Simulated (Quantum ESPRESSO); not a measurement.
# Al2ZnF7Cl: convergence and cost over cutoff and k mesh

Computed values, not a measurement. The program is pw.x of Quantum ESPRESSO 7.5 (plane-wave density functional theory). The cell is made up: 11 atoms on a rutile lattice with one site empty, with randomly drawn elements, strain and displacements, not relaxed. PseudoDojo standard norm-conserving files (v0.5 for PBE, v0.4.1 for LDA and PBEsol) set the functional; there is no spin polarisation, spin-orbit coupling or dispersion term, and the masses in the input are unused placeholders.

Input of the run in row 4:

```
&control calculation='scf', pseudo_dir='./dojo.nc.sr.pbe.v0_5.standard.upf', outdir='./o', disk_io='medium', tprnfor=.true., tstress=.true. /
&system ibrav=0, nat=11, ntyp=4, nbnd=47, ecutwfc=84.00895049, nosym=.true., tot_charge=0,
 occupations='smearing', smearing='fd', degauss=0.0018374661
/
&electrons conv_thr=7.350e-09, electron_maxstep=60, /
ATOMIC_SPECIES
Al 1.0 Al.upf
Cl 1.0 Cl.upf
F 1.0 F.upf
Zn 1.0 Zn.upf
CELL_PARAMETERS angstrom
4.6338 -0.0581 0.0242
-0.0581 4.65 0.0173
0.0322 0.0231 6.2723
ATOMIC_POSITIONS angstrom
Al 2.3941 2.4253 1.4384
Zn -0.018 0.1579 3.0611
Al 2.2322 2.3307 4.8607
F 1.4531 1.3968 0.037
F 3.1169 3.1524 -0.0915
F 3.8874 0.7749 1.7226
F 0.8391 3.6215 1.546
F 1.4032 1.5264 3.1515
Cl 3.1149 3.1756 3.1407
F 3.6784 0.9388 4.6506
F 0.9304 3.8747 4.6729
K_POINTS automatic
5 5 4 1 1 1
```

The same cell was run at these settings. Meshes are shifted by half a step, and differences are from the last row, which is itself not exact.

| cutoff (eV) | k mesh | k points solved | threshold (eV) | free energy less the last row's (eV) | pressure (GPa) | largest stress difference (GPa) | largest force difference (eV/Å) | iterations | wall time (s) | k-point pools | processor |
| --- | --- | --- | --- | --- | --- | --- | --- | --- | --- | --- | --- |
| 800 | 2 x 2 x 2 | 4 | 1e-04 | 2.962 | -23.15 | 29.74 | 0.083 | 7 | 41 | 1 | AMD EPYC, Zen 5 class |
| 1143 | 1 x 1 x 1 | 1 | 1e-07 | 0.059 | 7.52 | 2.68 | 0.173 | 10 | 37 | 1 | AMD EPYC, Zen 5 class |
| 825 | 5 x 5 x 4 | 50 | 1e-07 | 1.977 | -14.82 | 21.26 | 0.059 | 10 | 366 | 1 | AMD EPYC, Zen 5 class |
| 1143 | 5 x 5 x 4 | 50 | 1e-07 | 0.003 | 6.36 | 0.01 | 0.000 | 10 | 573 | 1 | AMD EPYC, Zen 5 class |
| 1437 | 7 x 7 x 6 | 147 | 1e-07 | 0.000 | 6.36 | 0.00 | 0.000 | 10 | 236 | 4 | AMD EPYC, Zen 5 class |

Each pool is one process. Wall times include start-up and a band step at six k points, which weighs most on the coarsest meshes. The runs were on shared virtual cores whose load varied, so times are rough.